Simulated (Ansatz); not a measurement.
An Ansatz (a quantum-chemistry and plane-wave program) run. Input:

Ansatz 0.2 input:
```yaml
crystal:
  lattice:
    - [0.0, 4.3103652077, 4.3103652077]
    - [4.3103652077, 0.0, 4.3103652077]
    - [4.3103652077, 4.3103652077, 0.0]
  atoms:
    - { symbol: Ti, position: [0.3561167513, 0.8812944162, 0.8812944162] }
    - { symbol: Ti, position: [0.3687055838, 0.3687055838, 0.8938832487] }
    - { symbol: Ti, position: [0.8812944162, 0.3561167513, 0.8812944162] }
    - { symbol: Ti, position: [0.3687055838, 0.3687055838, 0.3687055838] }
    - { symbol: Ti, position: [0.8812944162, 0.8812944162, 0.8812944162] }
    - { symbol: Ti, position: [0.3687055838, 0.8938832487, 0.3687055838] }
    - { symbol: Ti, position: [0.8812944162, 0.8812944162, 0.3561167513] }
    - { symbol: Ti, position: [0.8938832487, 0.3687055838, 0.3687055838] }
    - { symbol: C, position: [0.125, 0.125, 0.125] }
    - { symbol: C, position: [0.625, 0.125, 0.125] }
    - { symbol: C, position: [0.125, 0.125, 0.625] }
    - { symbol: C, position: [0.125, 0.625, 0.125] }
kpoints:
  mp_grid: { grid: [8, 8, 8] }
hamiltonian:
  xc: r2scan
  pseudopotentials: { azcp: { folder: ./paw }, kind: paw }
scf:
  occupations: { method: fermi_dirac, width: 0.1 }
phonons:
  method: dfpt
  response_accuracy: low
  eigenvectors: true
  rigid_motions: translations
```

Output (shortened):

```
Pseudopotential: Ti, paw, valence charge 12
Pseudopotential: C, paw, valence charge 4
Functional definition: r2SCAN
Crystal: 12 atoms, lattice volume = 160.167 Å³
Basis set: ecut = 500 eV, 4015 PW (Γ), exchange–correlation on 240×240×240 points (125 copies of the dense FFT grid, shifted against one another)
Bands: 68, of which v1, the nominal top of the filled ones, is band 56 counted from 1 (55 counted from 0)
Symmetry: 48 space group operations
k-points: 150 of 512 (irreducible under 2 space group operations, time reversal used)
SCF iter   1: F=—  HF=-21057.495923 eV  |F-HF|=—  |Δ(HF+E_count)|=         —  Δρ=1.14e-1  dr2=3.30e1  dr2_τ=2.76e0  ethr=3.10e-3  ⟨swp⟩=5.1  Hψ=33536  notcnv=0
preconditioner: auto → Kerker (q_TF=auto, 2.570 Å⁻¹)
SCF iter   2: F=—  HF=-21051.057727 eV  |F-HF|=—  |Δ(HF+E_count)|=    6.44e0  Δρ=3.11e-2  dr2=3.00e0  dr2_τ=4.24e-1  ethr=3.10e-3  ⟨swp⟩=3.6  Hψ=25153  notcnv=0
SCF iter   3: F=—  HF=-21050.797890 eV  |F-HF|=—  |Δ(HF+E_count)|=   2.60e-1  Δρ=1.57e-2  dr2=4.76e-1  dr2_τ=1.86e-2  ethr=2.68e-3  ⟨swp⟩=2.0  Hψ=16960  notcnv=0
SCF iter   4: F=—  HF=-21050.814337 eV  |F-HF|=—  |Δ(HF+E_count)|=   1.64e-2  Δρ=3.07e-3  dr2=3.79e-2  dr2_τ=8.62e-4  ethr=4.25e-4  ⟨swp⟩=2.1  Hψ=14970  notcnv=0
SCF iter   5: F=—  HF=-21050.810697 eV  |F-HF|=—  |Δ(HF+E_count)|=   3.64e-3  Δρ=1.41e-3  dr2=4.07e-3  dr2_τ=7.46e-5  ethr=3.38e-5  ⟨swp⟩=2.0  Hψ=15603  notcnv=0
SCF iter   6: F=—  HF=-21050.810323 eV  |F-HF|=—  |Δ(HF+E_count)|=   3.74e-4  Δρ=4.31e-4  dr2=4.11e-4  dr2_τ=2.01e-5  ethr=3.63e-6  ⟨swp⟩=3.0  Hψ=22935  notcnv=0
SCF iter   7: F=—  HF=-21050.810257 eV  |F-HF|=—  |Δ(HF+E_count)|=   6.60e-5  Δρ=1.19e-4  dr2=3.95e-5  dr2_τ=5.17e-7  ethr=3.67e-7  ⟨swp⟩=2.0  Hψ=13369  notcnv=0
SCF iter   8: F=—  HF=-21050.810251 eV  |F-HF|=—  |Δ(HF+E_count)|=   6.43e-6  Δρ=2.13e-5  dr2=1.20e-6  dr2_τ=1.93e-8  ethr=3.53e-8  ⟨swp⟩=2.0  Hψ=13925  notcnv=0
SCF iter  13: F=-21050.810093 eV  HF=-21050.810093 eV  |F-HF|=3.64e-12  |Δ(HF+E_count)|=  7.28e-12  Δρ=1.31e-8  dr2=4.32e-13  dr2_τ=5.24e-14  ethr=1.00e-12  ⟨swp⟩=5.0  Hψ=38230  notcnv=0
SCF 1 converged in 13 iterations: F = -21050.810093 eV  dr2 = 4.32e-13
DFPT response loops at Γ: preconditioner auto → Kerker (q_TF=auto, 2.570 Å⁻¹) (partly filled bands, converged f_vac=0.000) …
SCF converged after 13 iterations
Free energy (F): -21050.810093 eV
Harris-Foulkes:  -21050.810093 eV  (|F-HF|=3.64e-12)
Internal energy: -21050.639020 eV  (E = F + TS)
E sigma→0 (E₀):  -21050.724556 eV
Entropy (-TS):   -0.171073 eV (-14.256 meV/atom)
Fermi energy:    13.062919 eV
--- Per-component energies (eV) ---
  E_band       = -1323.465656
  E_kinetic    = 2590.545014
  E_local      = -7720.546116  (includes V_loc(G=0)·N_el)
  E_nonlocal   = 565.753217
  E_hartree    = 3074.417925
  E_xc         = -1087.135189
  E_vxc        = -1547.106255  (∫ρ·V_xc dr)
  E_paw        = -8806.101093  (= ΣΔE_a)
  E_vpaw       = -1456.927236  (= ΣTr[D̂ρ^β])
  E_aug_tail   = -0.000190  (compensation charges beyond the density's cutoff)
  E_vtau       = 95.980051  (kinetic-family band-sum trace: ∫τ·v_τ [+ j·A + Jᵃ·Aᵃ] dr)
  E_ewald      = -9665.445842
  E_core_change = -2.126746  (= ΣΔE_core)
  E_smearing   = -0.171073  (= −TS)
  E_closure    = 0.000000  (closes the sum)
  Σ components = -21050.810093   (vs F -21050.810093, Δ=0.00e0)
  [band-id]    e_kinetic+e_local+e_nonlocal+2·e_hartree+e_vxc+e_vpaw+e_augmentation_tail+e_vtau = -1323.465664   (vs E_band -1323.465656, Δ=-7.64e-6)
--- Band table (eV; the first three rows and the last of 150) ---
  k-point 0: bands = ["-46.1071", "-46.0308", "-46.0200", "-46.0200", "-46.0200", "-45.9949", "-45.9949", "-45.9949", "-21.5896", "-21.5691", "-21.5691", "-21.5691", "-21.5387", "-21.5003", "-21.5003", "-21.2342", "-21.2342", "-21.2342", "-21.2079", …
  k-point 1: bands = ["-46.1043", "-46.0319", "-46.0215", "-46.0191", "-46.0191", "-45.9959", "-45.9959", "-45.9951", "-21.5808", "-21.5614", "-21.5614", "-21.5556", "-21.5293", "-21.4912", "-21.4912", "-21.2414", "-21.2348", "-21.2348", "-21.2116", …
  k-point 2: bands = ["-46.0966", "-46.0376", "-46.0228", "-46.0164", "-46.0164", "-45.9986", "-45.9986", "-45.9959", "-21.5590", "-21.5409", "-21.5409", "-21.5276", "-21.4931", "-21.4675", "-21.4675", "-21.2612", "-21.2437", "-21.2437", "-21.2135", …
  k-point 149: bands = ["-46.0790", "-46.0550", "-46.0217", "-46.0075", "-46.0075", "-46.0075", "-46.0075", "-45.9975", "-21.5136", "-21.5098", "-21.5038", "-21.5038", "-21.4316", "-21.4316", "-21.3584", "-21.3381", "-21.2447", "-21.2447", "-21.2392", …
--- Phonons (Γ-DFPT): 2 representative perturbations + reference, on 150 of 512 k-points (Σ response iterations 20) ---
  ASR residual: 4.630e-4 → 0.000e0 eV/Å²; symmetrization residual: 1.230e-5 eV/Å²
  ASR residual per site (eV/Å²): 4.63e-4 4.63e-4 4.63e-4 4.63e-4 4.63e-4 4.63e-4 4.63e-4 4.63e-4 4.21e-4 4.21e-4 4.21e-4 4.21e-4
  Γ frequencies (cm⁻¹): 0.00 0.00 0.00 222.89 222.89 222.89 242.26 242.26 242.26 245.83 245.83 245.83 257.29 257.29 264.92 264.92 275.32 275.32 275.32 329.38 343.05 343.05 343.05 361.73 581.70 581.70 581.70 600.52 600.52 600.52 619.77 619.77 695.78 695.78 695.78 720.43
  non-analytic LO–TO correction: not included (Born effective charges unavailable; polar crystals: no LO–TO splitting at Γ)
```

Cost: very roughly 30 core-minutes on shared cores.

Space group Fd-3m. The workflow started from a Materials Project entry (that database holds measured and hypothetical structures alike); the Crystallography Open Database copy checked does not list it. Its standing as an ambient phase is unchecked. Symmetry was held in the r²SCAN relaxation; whether a distortion lowers the energy is not shown. No spin polarisation was allowed. As this level gives no gap, phonon frequencies hold no LO–TO term and depend on the k-mesh and smearing (Fermi–Dirac, 0.1 eV here).

Potentials: the earlier of the program's two PAW sets. The files were generated under PBE; for other functionals the program regenerates the frozen cores, and for LDA and PBEsol the local potential too.

Ansatz is a plane-wave DFT program.
